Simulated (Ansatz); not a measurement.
A distorted cell of ZnO (wurtzite):

```xyz
4
Lattice="3.2352 0.0000 0.0000 -1.6176 2.8018 0.0000 0.0000 0.0000 5.2114" Properties=species:S:1:pos:R:3 pbc="T T T"
Zn     1.6176     0.9339     0.0126
Zn     0.0000     1.8678     2.6183
O      1.1276     0.9339     2.9189
O      0.0000     1.8678     0.6399
```

These are r2SCAN (plane waves to 500 eV, PAW, scalar-relativistic; Ansatz, a first-principles code) values and carry that method's errors. k mesh 9×9×5 (Γ-centred), Fermi-Dirac smearing 0.05 eV. The energy includes the smearing's −TS. Compression counts positive. ZnO was relaxed with its symmetry unable to fall.

### Question
Predict the force on every atom, in eV/Å.

### Answer
```
atom       Fx      Fy      Fz
----  -------  ------  ------
Zn1    -0.192  -0.014  -0.119
Zn2   -11.306   9.491  -2.540
O3     11.897  -9.661   4.482
O4     -0.400   0.184  -1.822
```

### Question
Give the stress tensor in GPa and the pressure.

### Answer
```
   39.2    -37.8     11.8
  -37.8     26.4    -10.7
   11.8    -10.7      3.1
```
The pressure, a third of the trace, is 22.9 GPa.

### Question
In it atom 3 sits (-0.490, 0.000, -0.327) Å away from its relaxed site. What is its energy relative to the relaxed cell?

### Answer
2747 meV/cell.

(A displaced cell: forces are minus the slopes of the energy, force constants its curvatures, and phonons follow from these.)
